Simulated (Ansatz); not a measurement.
Si2W in space group P6_222 (No. 180; Si on 6j, W on 3d) under volume change, DFT-PBEsol in the program Ansatz with PAW potentials, shape and atoms relaxed at each volume.

| V (Å³/atom) | E − E(relaxed) (meV/atom) | P (GPa) |
|---|---|---|
| 12.107 | 93.4 | 27.17 |
| 12.506 | 39.2 | 16.62 |
| 12.905 | 9.3 | 7.64 |
| 13.305 | 0.0 | 0.00 |
| 13.704 | … | … |
| 14.103 | … | … |
| 14.502 | 67.4 | -16.66 |

Question: What belongs in the gaps?

Answer: 
- 13.704, E − E(relaxed) (meV/atom): 8.3
- 13.704, P (GPa): -6.49
- 14.103, E − E(relaxed) (meV/atom): 31.5
- 14.103, P (GPa): -12.00

Question: What does a third-order Birch–Murnaghan fit give for V₀, B₀ and B′?

Answer: V₀ = 13.31 Å³/atom, B₀ = 234 GPa, B′ = 4.4.

The first step of the workflow began from a Materials Project structure, measured or hypothetical; the Crystallography Open Database copy checked does not list it. It is not the phase usual at ambient conditions (space group No. 139). Symmetry was held in the PBEsol relaxation; of distortions, only those at the zone centre were tested. The run is not spin-polarised. Spin–orbit coupling is left out wherever it is not named.

Potentials: the later of the program's two PAW sets.
